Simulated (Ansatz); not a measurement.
ZnSnN2:
Space group Pna2₁ (No. 33); a = 5.834 Å, b = 6.713 Å, c = 5.466 Å, α = 90.00°, β = 90.00°, γ = 90.00°

| atom | site | symmetry | x | y | z |
|---|---|---|---|---|---|
| Zn | 4a | 1 | 0.4171 | 0.1251 | 0.4990 |
| Sn | 4a | 1 | 0.0884 | 0.1249 | 0.9993 |
| N | 4a | 1 | 0.0834 | 0.1269 | 0.3794 |
| N | 4a | 1 | 0.0789 | 0.6230 | 0.3722 |

Relaxed with PBEsol. 

### Question
HSE06 on this cell (Ansatz, an electronic-structure program, PAW) gives a gap of 1.33 eV. What does PBEsol give?

### Answer
0.15 eV.

Cost on shared cores: the PBEsol run (SCF on a 5×4×5 mesh, then bands and DOS) around 10 core-minutes (rough), the HSE06 run (SCF on 3×3×3, then a few points) very roughly 17 core-minutes; the tasks are unlike.

Space group Pna2_1. The cell was relaxed with PBEsol under the symmetry of its start. Spin–orbit coupling is left out wherever it is not named.

Potentials: the later of the program's two PAW sets.

Ansatz is a plane-wave DFT program.
